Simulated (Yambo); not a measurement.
G0W0@LDA for a free-standing PtS2 monolayer (symmetry P-3m1, slab cell 15.5 Å high) in Yambo. Reference settings: 6×6×1 Γ-centred k mesh, bands 5 to 94 and a 6 Ry block in the screening, 94 bands in G with the Bruneval-Gonze terminator, plasmon pole fitted at 27.2 eV, slab-truncated Coulomb interaction, stochastic integration of W near q = 0. The LDA gap (0.167, 0.167) → (0, 0.167) on this mesh is 2.07 eV; G0W0 gaps are taken between the same points.

The settings were changed. The gap went from 3.32 eV to 3.37 eV, and the shift of the valence edge from -0.49 eV to 0.09 eV.

Q: What was changed between the two runs?
A. 25 bands in W, 25 bands in G, 5 Ry block
B. 25 bands in W, 25 bands in G, 4 Ry block
C. 38 bands in W, 38 bands in G, no terminator
D. 25 bands in W, 25 bands in G

A: C, 38 bands in W, 38 bands in G, no terminator. The others gave (gap, valence shift): 25 bands in W, 25 bands in G, 4 Ry block: 3.32, 0.01 eV; 25 bands in W, 25 bands in G, 5 Ry block: 3.35, -0.02 eV; 25 bands in W, 25 bands in G: 3.38, -0.04 eV. In the run with 94 bands and a 6 Ry block, which covers more k points, the smallest G0W0 gap is 3.26 eV, (0, 0.167) → (0, 0.167).

Spin-orbit coupling is not included.

Geometry relaxed with LDA; primitive cell a = 3.513 Å, b = 3.513 Å, c = 15.500 Å, α = 90.00°, β = 90.00°, γ = 120.00°.

A shift is the quasiparticle energy of the state minus its LDA energy.
